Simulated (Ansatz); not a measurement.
Sc$_{3}$In:
Space group P6₃/mmc (No. 194); a = b = 6.436 Å, c = 5.177 Å, α = β = 90.00°, γ = 120.00°

| atom | site | symmetry | x | y | z |
|---|---|---|---|---|---|
| Sc | 6h | mm2 | 0.3373 | 0.1687 | 0.2500 |
| In | 2c | -6m2 | 0.3333 | 0.6667 | 0.2500 |

Relaxed with r²SCAN.

### Question
Which orbitals make up the states near the Fermi level in the program Ansatz at the r²SCAN level (PAW)?

### Answer
Within 0.5 eV of the Fermi level: Sc 3d 87 %. Projections are on Löwdin-orthogonalised atomic valence shells; empty p or d shells of many metals are not among them.

### Question
Tabulate the density of states.

### Answer
States/eV per cell of 8 atoms, in 0.25 eV bins, energy from the Fermi level.

```
E (eV)  total  Sc 3d  In 5p  Sc 4s
------  -----  -----  -----  -----
-7.85    0.00   0.00   0.00   0.00
-7.60    0.39   0.01   0.00   0.23
-7.35    0.77   0.01   0.02   0.42
-7.10    1.11   0.03   0.04   0.56
-6.85    1.68   0.07   0.08   0.76
-6.60    1.67   0.10   0.09   0.65
-6.35    1.58   0.15   0.08   0.49
-6.10    3.14   0.41   0.17   0.70
-5.85    4.28   0.79   0.16   0.54
-5.60    1.33   0.40   0.05   0.07
-5.35    0.03   0.01   0.00   0.00
-5.10    0.00   0.00   0.00   0.00
-4.85    0.00   0.00   0.00   0.00
-4.60    0.00   0.00   0.00   0.00
-4.35    0.19   0.01   0.06   0.10
-4.10    0.62   0.05   0.20   0.31
-3.85    2.31   0.31   0.78   0.95
-3.60    3.20   0.50   1.29   1.10
-3.35    2.51   0.52   1.00   0.72
-3.10    3.63   0.94   1.47   0.88
-2.85    3.72   1.05   1.55   0.80
-2.60    2.55   0.75   1.07   0.52
-2.35    2.66   0.85   1.10   0.50
-2.10    4.35   1.55   1.61   0.85
-1.85    5.32   2.18   2.09   0.83
-1.60    4.50   2.13   1.54   0.65
-1.35   10.03   6.04   2.57   1.04
-1.10   12.67   8.07   3.51   0.61
-0.85    5.27   3.25   1.41   0.29
-0.60    1.79   1.29   0.28   0.10
-0.35    4.49   3.61   0.32   0.36
-0.10   11.72   9.85   0.59   0.54
0.15    15.51  13.86   0.43   0.40
0.40     8.32   7.55   0.28   0.16
0.65     4.76   4.24   0.25   0.09
0.90    11.11  10.04   0.46   0.13
1.15    16.45  14.98   0.60   0.16
1.40     7.58   7.08   0.22   0.06
1.65     8.31   7.53   0.24   0.26
1.90     8.69   7.87   0.13   0.29
2.15    10.75   9.83   0.10   0.24
```

Space group P6_3/mmc. The workflow started from an entry of the Crystallography Open Database (COD). Whether it is the stable phase at ambient conditions was not checked. Symmetry was held in the r²SCAN relaxation; its stability against distortions is not shown here. The run is not spin-polarised. Axis ratios of metals converge slowly with the k-mesh, so a and c are less sure than the volume. Spin–orbit coupling is left out wherever it is not named.

Potentials: the later of the program's two PAW sets.
